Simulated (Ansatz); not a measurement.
Data:

SiSn:
```
SiSn
1.0
    3.49625     0.00000     0.00000
    0.00000     3.49625     0.00000
    0.00000     0.00000     3.49625
Sn Si
1 1
Cartesian
  0.00000   0.00000   0.00000
  1.74812   1.74812   1.74812
```

This is the PBE-relaxed structure.

Q: All from PBE in the plane-wave PAW code Ansatz, unless another level is named. Estimate the electronic character.

A: metallic (no gap).

Q: And the formation energy from the elements (no fitted shifts)?

A: 0.47 eV/atom.

Q: Next, the density of states at the Fermi level?

A: 0.56 states/eV per atom (mean over ±0.08 eV).

Q: Predict the gap with spin–orbit coupling.

A: none (metallic).

Space group Pm-3m (CsCl type). The cell is a constructed one: a structure type filled with these elements; neither database checked (COD, Materials Project) lists it. Its standing as an ambient phase is unchecked. Symmetry was held in the PBE relaxation. At this level the phase is mechanically unstable. The references are the lowest solids computed at this level, not always the standard phases. Spin–orbit coupling is left out wherever it is not named.

Potentials: the later of the program's two PAW sets.
